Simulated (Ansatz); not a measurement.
Consider a crystal of RbVO2 in space group P4/mmm (No. 123), with Rb on 1a; V on 1d; O on 2e.

Computed with DFT PBE, scalar-relativistic, plane waves, PAW in Ansatz. Cutoff 420 eV, Γ-centred mesh, Gaussian smearing, collinear spin.

Energies over the elements count from the elements' standard structures at the same level (O₂ as a molecule), with no fitted energy shifts.

Problem. Give the relaxed lattice parameters and positions.

Solution.

Space group P4/mmm (No. 123). a = 3.792 Å, b = 3.792 Å, c = 4.706 Å, α = 90.00°, β = 90.00°, γ = 90.00°
```csv
atom,site,symmetry,x,y,z
Rb,1a,4/mmm,0.0000,0.0000,0.0000
V,1d,4/mmm,0.5000,0.5000,0.5000
O,2e,mmm.,0.0000,0.5000,0.5000
```

Rb has 8 O at 3.02 Å and 8 V at 3.57 Å; V has 4 O at 1.90 Å and 8 Rb at 3.57 Å; O is surrounded by 2 V at 1.90 Å, 4 O at 2.68 Å and 4 Rb at 3.02 Å. Another local minimum with the same sites may exist.

Problem. Where does its energy lie, and is it a metal?

Solution. The energy over the elements is −1.75 eV/atom. The gap on the 12×12×10 mesh of the 4-atom cell is 0 eV (a metal), the net moment per atom is 0.46 μB and the moment by site is V 1.2 μB. Whether it is stable depends on the other phases of the system, which aren't compared here.

The last run used collinear spin and Gaussian smearing of 0.10 eV. In such compounds of V a zero gap at this level may well be an artefact, since no Hubbard U is applied. The magnetic state reached may not be the lowest. A structure relaxed within its symmetry needn't be a true minimum. Site moments count only spheres around the atoms; the net moment includes the space between them.
